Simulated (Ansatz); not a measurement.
Problem. Each is relaxed and computed with DFT-LDA in the program Ansatz with PAW potentials. Which is the only one with a gap?
A. MoP, P-6m2 (Mo on 1a, P on 1f)
B. Mo3P, I-42m (Mo on 8i, Mo on 8i, Mo on 8g, P on 8f)
C. GaP, zinc blende
D. Ti4P3, I-43d (P on 12a, Ti on 16c)

Solution. C, GaP, zinc blende. GaP: gap 1.38 eV (indirect); MoP: metal; Ti4P3: metal; Mo3P: metal. Standing as an ambient phase not checked: Ti4P3, I-43d (P on 12a, Ti on 16c); Mo3P, I-42m (Mo on 8i, Mo on 8i, Mo on 8g, P on 8f). All cells were relaxed under the symmetry of their starts (and spin orders); stability against distortions was not tested throughout. Rows with no word on spin ran without spin polarisation. Spin–orbit coupling is left out wherever it is not named.

Potentials: the later of the program's two PAW sets.
